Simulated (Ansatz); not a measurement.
## Al3Cu (Pm-3m), clamped-ion strain scan

Method: Ansatz, DFT PBEsol, scalar-relativistic, plane waves, PAW. The runs took a 420 eV cutoff, a Γ-centred 12×12×12 mesh and Gaussian smearing (0.15 eV). No spin polarisation. Energies are free energies at this smearing, counted from the undisturbed cell; pressure is positive in compression.

The starting cell (relaxed at this level; it needn't be the usual structure):

```
CELL_PARAMETERS angstrom
3.89235 0.00000 0.00000
0.00000 3.89235 0.00000
0.00000 0.00000 3.89235
ATOMIC_POSITIONS crystal
Al 0.00000 0.50000 0.50000
Al 0.50000 0.00000 0.50000
Al 0.50000 0.50000 0.00000
Cu 0.00000 0.00000 0.00000
```

The cell is strained by ε times the Voigt pattern (0, 0, 0, 0, 0, 1) (xx, yy, zz, yz, xz, xy; engineering shear) with fractional coordinates fixed. The cell is metallic on the mesh throughout.

```tsv
ε	ΔE (meV/atom)
-0.1000	15.0
-0.0500	4.1
0.0000	0.0
0.0125	0.3
0.0250	1.2
0.0375	2.5
0.0625	6.1
0.0750	8.5
0.0875	11.4
```

Problem. Predict the stress summed along the pattern (GPa, tension positive) at each point.

Solution.
```tsv
ε	stress summed along the pattern (GPa, tension positive)
-0.1000	-3.35
-0.0500	-1.55
0.0000	0.00
0.0125	0.53
0.0250	0.95
0.0375	1.26
0.0625	1.89
0.0750	2.28
0.0875	2.77
```

Cost: 9 runs of about 0.84 core-minutes in all, on AMD EPYC 9R45 (Zen 5) (shared hosts).